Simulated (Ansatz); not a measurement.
Relaxed-ion elastic tensor of Mg (hcp (Mg type), P6_3/mmc) in GPa (Voigt order), LDA (plane waves, PAW; program Ansatz); density 1.87 g/cm³, 21.60 Å³ per atom.

```
66.8  27.9  23.5   0.0   0.0   0.0
27.9  66.8  23.5   0.0   0.0   0.0
23.5  23.5  75.7   0.0   0.0   0.0
 0.0   0.0   0.0  20.2   0.0   0.0
 0.0   0.0   0.0   0.0  20.2   0.0
 0.0   0.0   0.0   0.0   0.0  19.5
```

Task: Is the crystal mechanically stable?

Result: Yes: the smallest eigenvalue of C is 19.5 GPa.

Task: Work out the Voigt, Reuss and Hill averages.

Result: K_V = 39.9, K_R = 39.9, K_H = 39.9; G_V = 21.0, G_R = 20.7, G_H = 20.9 GPa.

Task: Give Young's modulus, Poisson's ratio, Pugh's ratio and the universal anisotropy index.

Result: E = 9KG/(3K + G) = 53.3 GPa; ν = 0.28; K/G = 1.91 (ductile by the Pugh limit of 1.75); A_U = 5G_V/G_R + K_V/K_R − 6 = 0.05.

Task: Estimate the sound speeds and the Debye temperature.

Result: v_l = √((K + 4G/3)/ρ) = 6020 m/s, v_t = √(G/ρ) = 3340 m/s, mean 3720 m/s; Θ = (h/k)(3n/4πV)^(1/3) v_m = 398 K.

Task: Solve the Christoffel equation for the three sound speeds along x, y, z.

Result: Eigenvalues of C_ijkl n_j n_l equal ρv². In km/s, slowest first: x 3.23, 3.29, 5.98; y 3.23, 3.29, 5.98; z 3.29, 3.29, 6.37.

Task: How much does each axis shrink under pressure?

Result: Linear compressibilities β_i = Σ_j S_ij (j = 1 to 3): x 8.6, y 8.6, z 7.9 per TPa.

The LDA relaxation kept the symmetry of its start. As this level gives no gap, shear constants depend on the k-mesh and smearing (Fermi–Dirac, 0.1 eV here). On the denser mesh and wider smearing of the elastic run this cell carries a stress of 0.5 GPa.

Potentials: the later of the program's two PAW sets.
